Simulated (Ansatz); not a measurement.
The relaxed structure here is a generated cell of AlRu: the first start was made by placing the elements on the sites of a structure type, and the end was not matched to a known phase here, so it may be hypothetical.

A relaxed cell of AlRu (Fd-3m (No. 227)), relaxed on a k-mesh at least as fine as the one used below. These are PBEsol (plane waves to 420 eV, PAW, scalar-relativistic; Ansatz, a program for electronic structure) values and carry that method's errors. Γ-centred k-mesh 9×9×9 on the run's cell (coarser than for final values), Fermi–Dirac smearing 0.05 eV.

```
CELL_PARAMETERS angstrom
      0.00000     6.04094     6.04094
      3.02047     0.00000     3.02047
      3.02047     3.02047     0.00000
ATOMIC_POSITIONS crystal
  Al 0.37500 0.75000 0.75000
  Al 0.87500 0.75000 0.75000
  Al 0.25000 0.50000 0.50000
  Al 0.75000 0.50000 0.50000
  Ru 0.00000 0.00000 0.00000
  Ru 0.50000 0.00000 0.00000
  Ru 0.12500 0.25000 0.25000
  Ru 0.62500 0.25000 0.25000
```

The atoms are displaced along an unstable phonon of this cell by (Å):

| atom | ux | uy | uz |
|---|---|---|---|
| Al1 | 0.042 | -0.042 | -0.042 |
| Al2 | -0.042 | 0.042 | 0.042 |
| Al3 | 0.042 | -0.042 | -0.042 |
| Al4 | -0.042 | 0.042 | 0.042 |
| Ru5 | 0.087 | -0.087 | -0.087 |
| Ru6 | -0.087 | 0.087 | 0.087 |
| Ru7 | -0.087 | 0.087 | 0.087 |
| Ru8 | 0.087 | -0.087 | -0.087 |

Task: What forces (eV/Å) and pressure result?

Result: 
```
atom     Fx     Fy     Fz
----  -----  -----  -----
Al1   -0.01   0.01   0.01
Al2    0.12  -0.12  -0.12
Al3   -0.12   0.12   0.12
Al4    0.01  -0.01  -0.01
Ru5   -0.02   0.02   0.02
Ru6    0.30  -0.30  -0.30
Ru7    0.02  -0.02  -0.02
Ru8   -0.30   0.30   0.30
```

Pressure +0.6 GPa.

No spin polarisation in the result.

The run that gave the undisplaced cell could not lose the symmetry of its start, so the end can be a saddle point.
